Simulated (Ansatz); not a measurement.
Ba2N:
```
Ba2N
1.0
    1.92830     1.11331     7.39040
   -1.92830     1.11331     7.39040
    0.00000    -2.22661     7.39040
Ba N
2 1
Cartesian
  0.00000   0.00000  16.25255
  0.00000   0.00000   5.91865
  0.00000   0.00000   0.00000
```

Relaxed with LDA. Special points in fractions of this cell's reciprocal vectors: Γ (0.000, 0.000, 0.000); T (0.500, 0.500, 0.500); H2 (0.818, 0.182, 0.500); H0 (0.500, -0.182, 0.182); L (0.500, 0.000, 0.000); S0 (0.341, -0.341, 0.000); S2 (0.659, 0.000, 0.341); F (0.500, 0.000, 0.500).

Problem. List the band energies nearest the Fermi level at these points for plane-wave PAW LDA (Ansatz code).

Solution. In eV from the Fermi level; about four levels below and three above (degenerate sets whole), none deeper than 8.9 eV; points with the same levels are listed once.

```tsv
k	below	above
Γ	-3.01 -2.15 -2.15 -1.42	1.55 1.96 2.58 2.58
T	-3.10 -2.15 -2.15 -0.66	0.45 2.15 2.64 2.64
H2	-1.97 -1.82 -1.57	0.99 1.18 1.47
L	-2.45 -1.76 -1.65 -0.02	0.98 1.56 2.22
S0	-1.94 -1.84 -1.56	0.96 1.26 1.43
F	-2.55 -1.79 -1.72 -0.26	0.68 1.56 2.82
```

Space group R-3m. The first step of the workflow began from a Materials Project structure, measured or hypothetical; the Crystallography Open Database files this formula in space group No. 166, but the cells were not matched. Whether it is the stable phase at ambient conditions was not checked. The cell was relaxed with LDA under the symmetry of its start; its stability against distortions is not shown here. With an odd number of electrons in the cell and no spin polarisation, the count alone makes it a metal. Scalar-relativistic: spin–orbit coupling is off unless named, which matters more the heavier the elements.

Potentials: the later of the program's two PAW sets.
